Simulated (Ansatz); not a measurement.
Ag:
```
CELL_PARAMETERS angstrom
      5.16190     0.00000     0.00000
      0.00000     5.16190     0.00000
      0.00000     0.00000     5.16190
ATOMIC_POSITIONS crystal
  Ag 0.00000 0.00000 0.00000
  Ag 0.50000 0.50000 0.50000
  Ag 0.25000 0.00000 0.50000
  Ag 0.75000 0.00000 0.50000
  Ag 0.50000 0.25000 0.00000
  Ag 0.50000 0.75000 0.00000
  Ag 0.00000 0.50000 0.25000
  Ag 0.00000 0.50000 0.75000
```

Relaxed with PBEsol. Special points in fractions of this cell's reciprocal vectors: Γ (0.000, 0.000, 0.000); X (0.000, 0.500, 0.000); M (0.500, 0.500, 0.000); R (0.500, 0.500, 0.500).

Problem. List the band energies nearest the Fermi level at these points for PBEsol (plane waves, PAW; program Ansatz).

Solution. In eV from the Fermi level; about four levels below and three above (degenerate sets whole), none deeper than 8.9 eV; points with the same levels are listed once.

```tsv
k	below	above
Γ	-2.93 -2.93 -2.93 -0.10 -0.10 -0.10	1.04 1.04 1.17
X	-2.95 -2.95 -2.57 -2.57	0.91 0.91 1.07 1.07
M	-2.75 -2.48 -2.48 -2.47	1.29 2.71 2.71
R	-1.38 -1.38 -1.38 -1.38 -1.38 -1.38 -1.11 -1.11	10.47 10.47 10.47 10.47 10.47 10.47
```

Space group Pm-3n (A15 (β-W type)). The start of the workflow was typed in or built on a structure type; neither database checked (COD, Materials Project) lists it. It is not the phase usual at ambient conditions (space group No. 225). The cell was relaxed with PBEsol under the symmetry of its start. At this level the phase is mechanically unstable. The run is not spin-polarised. Spin–orbit coupling is left out wherever it is not named.

Potentials: the later of the program's two PAW sets.
